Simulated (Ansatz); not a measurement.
Ti₂C:
```
Ti2C
1.0
    1.52643     0.88129     4.77184
   -1.52643     0.88129     4.77184
    0.00000    -1.76257     4.77184
Ti C
2 1
Direct
  0.24582   0.24582   0.24582
  0.75418   0.75418   0.75418
  0.50000   0.50000   0.50000
```

This is the PBEsol-relaxed structure. x, y and z are the axes in which the lattice vectors are written.

**Question.** All from the program Ansatz at the PBEsol level (PAW), unless another level is named. Estimate the Debye temperature from the elastic constants.

**Answer.** 588 K.

**Question.** And the elastic constants (relaxed ions, GPa)?

**Answer.** C11 = 329, C12 = 86.1, C13 = 68.5, C14 = -26.8, C33 = 233, C44 = 53.4.

Space group R-3m. The workflow started from a Materials Project entry (that database holds measured and hypothetical structures alike); the Crystallography Open Database copy checked does not list it. Its standing as an ambient phase is unchecked. Symmetry was held in the PBEsol relaxation; of distortions, only those at the zone centre were tested. The run is not spin-polarised. As this level gives no gap, shear constants depend on the k-mesh and smearing (Fermi–Dirac, 0.1 eV here).

Potentials: the later of the program's two PAW sets.
